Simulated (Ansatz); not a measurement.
One crystal and one scan (scan of one atom of the cell) at two levels, PBE (plane waves to 420 eV, PAW, scalar-relativistic; Ansatz, a quantum-chemistry and plane-wave program) and r2SCAN (plane waves to 500 eV, PAW, scalar-relativistic; Ansatz), each from its own relaxed cell and on its own mesh.

The crystal is La (dhcp type, space group P6_3/mmc); one La atom of a 4-atom cell moves by s along Cartesian [110], with its periodic images.

E stands for the smeared free energy. La is run without spin polarisation. La was relaxed with its symmetry unable to fall. With partly filled bands, energies and forces of such displacements shift with the k mesh and the smearing. Both scans cover s from -0.740 to 0.740 Å.

```
quantity                                                          run 1  run 2
----------------------------------------------------------------  -----  -----
Lattice constant a (Å)                                            3.770  3.786
Lattice constant c (Å)                                            12.08  12.03
Relaxed volume (Å³/atom)                                          37.18  37.33
Energy at s = 0.740 Å (meV/cell)                                    162    130
Force along the line at s = -0.740 Å (eV/Å)                       0.305  0.286
Force constant k = d²E/ds² at s = 0 (finite differences) (eV/Å²)   0.47   0.33
```

Problem. Which run is which level?

Solution. Run 1 is PBE, run 2 is r2SCAN. PBE gives the higher value for: lattice constant c; energy at s = 0.740 Å; force along the line at s = -0.740 Å; force constant k = d²E/ds² at s = 0. PBE gives the lower value for: lattice constant a. They agree on: relaxed volume (within 0.6 %). Both give the same symmetry of the curve: not even: the positive side lies higher at ±0.740 Å.

(A displaced cell: forces are minus the slopes of the energy, force constants its curvatures, and phonons follow from these.)
